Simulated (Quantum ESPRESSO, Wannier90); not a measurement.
## Wannier functions of AlSb (zinc blende)

Cell from Materials Project (mp-2624), symmetrised, no further relaxation. COD (Crystallography Open Database) has an entry of this formula and space group (matched by these alone). Method: PBE plane waves in Quantum ESPRESSO 7.5 (PseudoDojo norm-conserving files, 64 Ry, no spin polarisation, no spin-orbit coupling), Bloch states on a 8×8×8 mesh through Γ, Wannier90 4.0.1. Density: 8×8×8 mesh, cold smearing 0.01 Ry. Spin-orbit coupling is left out although heavy elements are present.

Input w.win:

```
num_bands = 15
num_wann = 8
exclude_bands = 1-5
num_iter = 0
conv_tol = 1.0e-6
conv_window = 4
dis_num_iter = 1000
dis_conv_tol = 1.0e-6
dis_froz_max = 8.95
write_hr = true
write_u_matrices = true
begin projections
Al: s;p
Sb: s;p
end projections
begin unit_cell_cart
ang
    0.0000000000    3.0925200000    3.0925200000
    3.0925200000    0.0000000000    3.0925200000
    3.0925200000    3.0925200000    0.0000000000
end unit_cell_cart
begin atoms_frac
Al   0.0000000000  0.0000000000  0.0000000000
Sb   0.2500000000  0.2500000000  0.2500000000
end atoms_frac
mp_grid = 8 8 8
begin kpoints
0.0000000000 0.0000000000 0.0000000000
0.0000000000 0.0000000000 0.1250000000
0.0000000000 0.0000000000 0.2500000000
... (509 more lines: the 8x8x8 mesh through Gamma)
end kpoints
```

On the energy scale of pw.x, whose zero is arbitrary, the valence-band maximum lies at 6.21 eV. Lines of w_hr.dat (R1 R2 R3 m n Re Im, eV) for R = 0 and one of the shortest lattice vectors, rounded to 0.01 eV, lines under 0.02 eV left out; orbitals in order: Al1 s, Al1 pz, Al1 px, Al1 py, Sb2 s, Sb2 pz, Sb2 px, Sb2 py.

```
    0    0    0    1    1     4.37     0.00
    0    0    0    5    1    -1.36     0.00
    0    0    0    6    1     1.16     0.00
    0    0    0    7    1     1.16     0.00
    0    0    0    8    1     1.16     0.00
    0    0    0    2    2     8.70     0.00
    0    0    0    5    2    -1.16     0.00
    0    0    0    6    2     0.07     0.00
    0    0    0    7    2     1.09     0.00
    0    0    0    8    2     1.09     0.00
    0    0    0    3    3     8.70     0.00
    0    0    0    5    3    -1.16     0.00
    0    0    0    6    3     1.09     0.00
    0    0    0    7    3     0.07     0.00
    0    0    0    8    3     1.09     0.00
    0    0    0    4    4     8.70     0.00
    0    0    0    5    4    -1.16     0.00
    0    0    0    6    4     1.09     0.00
    0    0    0    7    4     1.09     0.00
    0    0    0    8    4     0.07     0.00
    0    0    0    1    5    -1.36     0.00
    0    0    0    2    5    -1.16     0.00
    0    0    0    3    5    -1.16     0.00
    0    0    0    4    5    -1.16     0.00
    0    0    0    5    5    -0.51     0.00
    0    0    0    1    6     1.16     0.00
    0    0    0    2    6     0.07     0.00
    0    0    0    3    6     1.09     0.00
    0    0    0    4    6     1.09     0.00
    0    0    0    6    6     6.94     0.00
    0    0    0    1    7     1.16     0.00
    0    0    0    2    7     1.09     0.00
    0    0    0    3    7     0.07     0.00
    0    0    0    4    7     1.09     0.00
    0    0    0    7    7     6.95     0.00
    0    0    0    1    8     1.16     0.00
    0    0    0    2    8     1.09     0.00
    0    0    0    3    8     1.09     0.00
    0    0    0    4    8     0.07     0.00
    0    0    0    8    8     6.95     0.00
   -1    0    0    1    1    -0.03     0.00
   -1    0    0    2    1     0.03     0.00
   -1    0    0    3    1    -0.07     0.00
   -1    0    0    4    1     0.03     0.00
   -1    0    0    6    1     0.06     0.00
   -1    0    0    7    1    -0.06     0.00
   -1    0    0    8    1     0.06     0.00
   -1    0    0    1    2    -0.03     0.00
   -1    0    0    2    2     0.21     0.00
   -1    0    0    3    2     0.15     0.00
   -1    0    0    4    2     0.10     0.00
   -1    0    0    5    2    -0.05     0.00
   -1    0    0    6    2     0.08     0.00
   -1    0    0    8    2     0.12     0.00
   -1    0    0    1    3    -0.07     0.00
   -1    0    0    2    3    -0.15     0.00
   -1    0    0    3    3    -0.37     0.00
   -1    0    0    4    3    -0.15     0.00
   -1    0    0    5    3     0.07     0.00
   -1    0    0    6    3    -0.05     0.00
   -1    0    0    7    3    -0.10     0.00
   -1    0    0    8    3    -0.05     0.00
   -1    0    0    1    4    -0.03     0.00
   -1    0    0    2    4     0.10     0.00
   -1    0    0    3    4     0.15     0.00
   -1    0    0    4    4     0.21     0.00
   -1    0    0    5    4    -0.05     0.00
   -1    0    0    6    4     0.12     0.00
   -1    0    0    8    4     0.08     0.00
   -1    0    0    1    5    -1.36     0.00
   -1    0    0    2    5     1.16     0.00
   -1    0    0    3    5    -1.16     0.00
   -1    0    0    4    5     1.16     0.00
   -1    0    0    6    5    -0.03     0.00
   -1    0    0    7    5     0.07     0.00
   -1    0    0    8    5    -0.03     0.00
   -1    0    0    1    6    -1.16     0.00
   -1    0    0    2    6     0.07     0.00
   -1    0    0    3    6    -1.09     0.00
   -1    0    0    4    6     1.09     0.00
   -1    0    0    5    6     0.03     0.00
   -1    0    0    6    6     0.12     0.00
   -1    0    0    7    6    -0.10     0.00
   -1    0    0    8    6    -0.03     0.00
   -1    0    0    1    7     1.16     0.00
   -1    0    0    2    7    -1.09     0.00
   -1    0    0    3    7     0.07     0.00
   -1    0    0    4    7    -1.09     0.00
   -1    0    0    5    7     0.07     0.00
   -1    0    0    6    7     0.10     0.00
   -1    0    0    7    7    -0.31     0.00
   -1    0    0    8    7     0.10     0.00
   -1    0    0    1    8    -1.16     0.00
   -1    0    0    2    8     1.09     0.00
   -1    0    0    3    8    -1.09     0.00
   -1    0    0    4    8     0.07     0.00
   -1    0    0    5    8     0.03     0.00
   -1    0    0    6    8    -0.03     0.00
   -1    0    0    7    8    -0.10     0.00
   -1    0    0    8    8     0.12     0.00
```
